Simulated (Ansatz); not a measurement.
The relaxation started from an entry of Materials Project.

A relaxed cell of CdSe$_{2}$ (Pa-3 (No. 205)), relaxed on a k-mesh at least as fine as the one used below. Level of theory: r2SCAN (plane waves to 500 eV, PAW, scalar-relativistic; Ansatz, a first-principles code). Γ-centred k-mesh 3×3×3 on the run's cell (coarser than for final values), Fermi–Dirac smearing 0.05 eV.

```
CELL_PARAMETERS angstrom
      6.68007     0.00000     0.00000
      0.00000     6.68007     0.00000
      0.00000     0.00000     6.68007
ATOMIC_POSITIONS crystal
  Cd 0.50000 0.50000 0.00000
  Cd 0.00000 0.50000 0.50000
  Cd 0.00000 0.00000 0.00000
  Cd 0.50000 0.00000 0.50000
  Se 0.10244 0.89756 0.39756
  Se 0.89756 0.10244 0.60244
  Se 0.39756 0.10244 0.89756
  Se 0.60244 0.89756 0.10244
  Se 0.60244 0.60244 0.60244
  Se 0.39756 0.39756 0.39756
  Se 0.89756 0.39756 0.10244
  Se 0.10244 0.60244 0.89756
```

The atoms are displaced by (Å):

| atom | ux | uy | uz |
|---|---|---|---|
| Cd1 | -0.040 | -0.031 | 0.082 |
| Cd2 | 0.060 | -0.077 | -0.019 |
| Cd3 | 0.001 | -0.088 | 0.123 |
| Cd4 | 0.137 | -0.058 | -0.013 |
| Se5 | -0.020 | -0.035 | -0.074 |
| Se6 | 0.001 | -0.011 | -0.046 |
| Se7 | -0.096 | 0.034 | -0.061 |
| Se8 | -0.103 | 0.060 | -0.086 |
| Se9 | -0.078 | 0.006 | -0.062 |
| Se10 | -0.010 | 0.080 | 0.151 |
| Se11 | 0.017 | -0.169 | 0.055 |
| Se12 | 0.056 | -0.002 | -0.146 |

**Question.** What forces (eV/Å) and pressure result?

**Answer.** 
```tsv
atom	Fx	Fy	Fz
Cd1	0.15	0.05	0.00
Cd2	-0.47	0.19	-0.10
Cd3	-0.16	-0.05	-0.66
Cd4	-0.43	0.26	-0.16
Se5	0.14	-0.03	0.72
Se6	0.21	-0.17	0.10
Se7	0.03	0.08	-0.23
Se8	0.38	-0.39	0.34
Se9	2.10	1.53	1.96
Se10	-1.39	-2.13	-2.25
Se11	0.32	1.29	-0.99
Se12	-0.86	-0.63	1.27
```

Pressure +1.1 GPa.

**Question.** Estimate the energy cost of the displacement in the harmonic approximation and compare with the calculation.

**Answer.** For a harmonic well ΔE = −½ Σ F·u = 0.802 eV a cell, or 67 meV/atom. The calculated energy relative to the undisplaced cell is +66 meV/atom, so the harmonic estimate holds well.

The relaxed cell holds bonded Se–Se pairs (2.37 Å). No spin polarisation in the result.

The run that gave the undisplaced cell could not lose the symmetry of its start; a randomly shaken copy of 12 atoms returns to this structure.
